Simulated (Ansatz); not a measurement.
Relaxed-ion elastic tensor of MgO in space group P3m1 (No. 156; Pearson symbol hP12) in GPa (Voigt order), plane-wave PAW r²SCAN (Ansatz code); density 2.82 g/cm³, 11.85 Å³ per atom.

```csv
,1,2,3,4,5,6
1,202,105,83.6,0.0,0.0,0.0
2,105,202,83.6,0.0,0.0,0.0
3,83.6,83.6,185,0.0,0.0,0.0
4,0.0,0.0,0.0,53.8,0.0,0.0
5,0.0,0.0,0.0,0.0,53.8,0.0
6,0.0,0.0,0.0,0.0,0.0,48.4
```

**Question.** Is the crystal mechanically stable?

**Answer.** Yes: the smallest eigenvalue of C is 48.4 GPa.

**Question.** Work out the Voigt, Reuss and Hill averages.

**Answer.** K_V = 126, K_R = 125, K_H = 125; G_V = 52.3, G_R = 52.0, G_H = 52.2 GPa.

**Question.** Give Young's modulus, Poisson's ratio, Pugh's ratio and the universal anisotropy index.

**Answer.** E = 9KG/(3K + G) = 137 GPa; ν = 0.32; K/G = 2.41 (ductile by the Pugh limit of 1.75); A_U = 5G_V/G_R + K_V/K_R − 6 = 0.04.

**Question.** Estimate the sound speeds and the Debye temperature.

**Answer.** v_l = √((K + 4G/3)/ρ) = 8310 m/s, v_t = √(G/ρ) = 4300 m/s, mean 4810 m/s; Θ = (h/k)(3n/4πV)^(1/3) v_m = 628 K.

**Question.** How much does each axis shrink under pressure?

**Answer.** Linear compressibilities β_i = Σ_j S_ij (j = 1 to 3): x 2.4, y 2.4, z 3.3 per TPa.

The first step of the workflow began from a Materials Project structure, measured or hypothetical; the Crystallography Open Database copy checked does not list it. It is not the phase usual at ambient conditions (space group No. 225). The r²SCAN relaxation kept the symmetry of its start; whether a distortion lowers the energy is not shown.

Potentials: the later of the program's two PAW sets.
